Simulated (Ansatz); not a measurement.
MnO (rock salt)

```xyz
2
Lattice="0.0000 2.2202 2.2202 2.2202 0.0000 2.2202 2.2202 2.2202 0.0000" Properties=species:S:1:pos:R:3 pbc="T T T"
O      0.0000     0.0000     0.0000
Mn     2.2202     2.2202     2.2202
```

The slice is a {100} plane (indices of the conventional cell) through the point (0.500, 0.500, 0.500) (fractional), spanned by u = [100] and v = [0 1 -1] in vectors of this cell: u (3.14 Å) and v (3.14 Å, at 90° to u). It covers one period; positions are fractions (u, v).

These are PBE (plane waves to 420 eV, PAW, scalar-relativistic; Ansatz, a quantum-chemistry and plane-wave program) values and carry that method's errors. k mesh 18×18×18. Inside the PAW spheres the values are not all-electron values, and peaks at nuclei hang on which shells count as valence. MnO is run spin-polarised and with no Hubbard U; the real compound is an antiferromagnetic insulator, a state that this run doesn't describe. MnO was relaxed with its symmetry unable to fall. Relaxed MnO ends ferromagnetic. The magnetic order is the one the run started from; other orders were not tried.

### Question
What is the valence density on the shortest O–Mn line in this plane (2.22 Å), at its midpoint?

### Answer
0.36 e/Å³.

### Question
What is the ELF at the midpoint of the shortest O–Mn line in this plane (2.22 Å)?

### Answer
0.14.

### Question
Sketch the spin density, up minus down on this plane as a map.

### Answer
```
v \ u  0.00  0.09  0.19  0.28  0.38  0.47  0.56  0.66  0.75  0.84  0.94
-----  ----  ----  ----  ----  ----  ----  ----  ----  ----  ----  ----
0.88   3.56  2.17  0.64  0.16  0.04  0.01  0.02  0.07  0.26  1.00  2.84
0.75   0.44  0.32  0.14  0.04  0.01  0.02  0.01  0.02  0.07  0.19  0.38
0.62   0.07  0.05  0.02  0.02  0.10  0.22  0.19  0.06  0.01  0.03  0.06
0.50   0.02  0.01  0.01  0.04  0.23  0.41  0.37  0.14  0.02  0.01  0.02
0.38   0.07  0.05  0.02  0.02  0.10  0.22  0.19  0.06  0.01  0.03  0.06
0.25   0.44  0.32  0.14  0.04  0.01  0.02  0.01  0.02  0.07  0.19  0.38
0.12   3.56  2.17  0.64  0.16  0.04  0.01  0.02  0.07  0.26  1.00  2.84
0.00   9.09  5.31  1.29  0.27  0.07  0.02  0.03  0.11  0.44  2.20  7.14
```

Values: spin density, up minus down in e/Å³.
